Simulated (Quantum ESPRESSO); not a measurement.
pw.x input (Quantum ESPRESSO 7.5; PBEsol, PseudoDojo standard norm-conserving files, scalar-relativistic):

```
&CONTROL
  calculation = 'scf'
  pseudo_dir = './pseudo'
  outdir = './out'
  tprnfor = .true.
  tstress = .true.
/
&SYSTEM
  ibrav = 0
  nat = 10
  ntyp = 3
  ecutwfc = 82.0
  ecutrho = 328.0
  occupations = 'smearing'
  smearing = 'fd'
  degauss = 0.002
  nbnd = 28
/
&ELECTRONS
  conv_thr = 1e-09
/
ATOMIC_SPECIES
B 10.8100 B.upf
C 12.0110 C.upf
Ca 40.0780 Ca.upf
CELL_PARAMETERS angstrom
 -2.674105000000   2.674105000000   3.703925000000
  2.674105000000  -2.674105000000   3.703925000000
  2.674105000000   2.674105000000  -3.703925000000
ATOMIC_POSITIONS crystal
B   0.361500000000   0.861500000000   0.223000000000
B   0.638500000000   0.138500000000   0.777000000000
B   0.861500000000   0.638500000000   0.500000000000
B   0.138500000000   0.361500000000   0.500000000000
C   0.659630000000   0.840370000000   0.500000000000
C   0.340370000000   0.159630000000   0.500000000000
C   0.840370000000   0.340370000000   0.180740000000
C   0.159630000000   0.659630000000   0.819260000000
Ca   0.750000000000   0.750000000000   0.000000000000
Ca   0.250000000000   0.250000000000   0.000000000000
K_POINTS automatic
8 8 8 0 0 0
```

End of the output:

```

[...]
     the Fermi energy is     8.6348 ev
!    total energy              =    -226.36115346 Ry
     estimated scf accuracy    <          7.9E-11 Ry
     smearing contrib. (-TS)   =      -0.00000004 Ry
     internal energy E=F+TS    =    -226.36115343 Ry
     The total energy is F=E-TS. E is the sum of the following terms:
     one-electron contribution =     -35.07972716 Ry
     hartree contribution      =      40.00452411 Ry
     xc contribution           =     -56.11088294 Ry
     ewald contribution        =    -175.17506743 Ry
     convergence has been achieved in  14 iterations
     Forces acting on atoms (cartesian axes, Ry/au):
     atom    1 type  1   force =    -0.00101580   -0.00101580   -0.00000000
     atom    2 type  1   force =     0.00101580    0.00101580   -0.00000000
     atom    3 type  1   force =     0.00101580   -0.00101580    0.00000000
     atom    4 type  1   force =    -0.00101580    0.00101580    0.00000000
     atom    5 type  2   force =    -0.00044846    0.00044846    0.00000000
     atom    6 type  2   force =     0.00044846   -0.00044846    0.00000000
     atom    7 type  2   force =    -0.00044846   -0.00044846    0.00000000
     atom    8 type  2   force =     0.00044846    0.00044846    0.00000000
     atom    9 type  3   force =     0.00000000    0.00000000    0.00000000
     atom   10 type  3   force =     0.00000000    0.00000000    0.00000000
     Total force =     0.003141     Total SCF correction =     0.000000
     Computing stress (Cartesian axis) and pressure
          total   stress  (Ry/bohr**3)                   (kbar)     P=      -13.32
  -0.00002789  -0.00000000  -0.00000000           -4.10       -0.00       -0.00
  -0.00000000  -0.00002789  -0.00000000           -0.00       -4.10       -0.00
   0.00000000  -0.00000000  -0.00021594            0.00       -0.00      -31.77
```
In a gapped system the printed Fermi energy is only some level inside the gap.

Geometry of the Materials Project entry, not relaxed at this level.
